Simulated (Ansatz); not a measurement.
Be (hcp, Mg type)

```
CELL_PARAMETERS angstrom
      2.25712     0.00000     0.00000
     -1.12856     1.95472     0.00000
      0.00000     0.00000     3.55289
ATOMIC_POSITIONS crystal
  Be 0.33333 0.66667 0.75000
  Be 0.66667 0.33333 0.25000
```

The slice is a (1 -1 0 0) plane (indices of the conventional cell) through the point (0.333, 0.667, 0.750) (fractional), spanned by u = [110] and v = [001] in vectors of this cell: u (2.26 Å) and v (3.55 Å, at 90° to u). It covers one period; positions are fractions (u, v).

Method: PBEsol (plane waves to 420 eV, PAW, scalar-relativistic; Ansatz, a quantum-chemistry and plane-wave program). k mesh 23×23×13. Near the nuclei the fields are pseudised (PAW); where an atom keeps semicore shells as valence, they peak there. Be was relaxed with its symmetry unable to fall.

Q: What is the ELF at the midpoint of the shortest Be–Be line in this plane (2.26 Å)?

A: 0.62.

Q: What is the valence density on the shortest Be–Be line in this plane (2.26 Å), at its midpoint?

A: 0.26 e/Å³.

Q: Predict the map of the valence electron density on the slice.

A: 
```
|1122446688889999999999999999998888664422|
|4444667788999999999999999999999988776644|
|6666778888999999999999999999999988887766|
|8888889999999999999999999999999999998888|
|9999999999999999999999999999999999999999|
|9999999999999999999999999999999999999999|
|9999999999999999999999999999999999999999|
|9999999999999999999999999999999999999999|
|9999999999999999999999999999999999999999|
|9999999999999999999999999999999999999999|
|9999999999999999999999999999999999999999|
|9999999999999999999999999999999999999999|
|9999999999999999999999999999999999999999|
|9999999999999999999988999999999999999999|
|9999999999999999998888889999999999999999|
|9999999999999999998888889999999999999999|
|9999999999999999998888889999999999999999|
|9999999999999999999988999999999999999999|
|9999999999999999999999999999999999999999|
|9999999999999999999999999999999999999999|
|9999999999999999999999999999999999999999|
|9999999999999999999999999999999999999999|
|9999999999999999999999999999999999999999|
|9999999999999999999999999999999999999999|
|9999999999999999999999999999999999999999|
|9999999999999999999999999999999999999999|
|9999999999999999999999999999999999999999|
|8888889999999999999999999999999999998888|
|6666778888999999999999999999999988887766|
|4444667788999999999999999999999988776644|
|1122446688889999999999999999998888664422|
|0011446688889999999999999999998888664411|
```
Scale: ten equal steps from -1.28 (start of '0') to -0.53 (end of '9'), in the order '0123456789'. Values: log₁₀ of the valence density in e/Å³. The map has 20 points along u (two characters each, u = 0 at the left) and 32 along v (v = 0 in the bottom row). The scale is logarithmic, as a density can span decades between atoms and voids.
